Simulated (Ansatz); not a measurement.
The elements of this relaxed trial crystal are hidden behind letters.

```
lattice vectors (Å)
   0.0000    3.6477    5.2110
   3.2624    0.0000    5.2110
   3.2624    3.6477    0.0000
fractional positions
X 0.0000 0.0000 0.0000
Z 0.3590 0.3590 0.6410
Z 0.6410 0.6410 0.3590
Q 0.7500 0.7500 0.7500
Q 0.2500 0.2500 0.2500
```

These are results of DFT PBE, scalar-relativistic, plane waves, PAW (Ansatz 0.2.0), not measurements. The final run on the 5-atom cell used 420 eV, a Γ-centred 10×10×10 mesh, 0.10 eV smearing and no spin polarisation.

- Space group: Fmmm (No. 69)
- Conventional cell: a = 6.525 Å, b = 7.295 Å, c = 10.422 Å
- Volume per atom: 24.80 Å³
- Density: 4.36 g/cm³
- Formation energy: −0.01 eV/atom
- Gap on the 10×10×10 mesh of the 5-atom cell: 0 eV (a metal)

Energies are uncorrected and count from the elements' standard states at the same level.

Question: X is an s-block element of period 4, Z is a d-block element of period 5 and Q is a p-block element of period 3. Which elements are they?

Answer: X = K, Z = Cd, Q = P, so the formula is KCd2P2. Density times volume gives a mean mass of 4.36 × 24.80/1.6605 = 65.1 u per atom, and this set has 65.2 u. K has 8 P at 3.57 Å and 10 Cd at 3.58–3.93 Å; Cd has 4 P at 2.70 Å, 1 Cd at 2.94 Å and 5 K at 3.58–3.93 Å; around P lie 4 Cd at 2.70 Å, 2 P at 3.26 Å and 4 K at 3.57 Å. Other sets within the hints have nearly the same mass, so mass alone doesn't settle it; this one was computed.

An odd number of electrons in the primitive cell allows no gap without spin; a larger cell or a magnetic state could open one. The cell is a metal run without spin; a magnetic state may lie lower. Symmetry constrained the relaxation, so the result can be a saddle point. Another cell of KCd2P2 relaxed alike, in P-3m1, lies 181 meV/atom lower, so this cell isn't the stable form at this level.
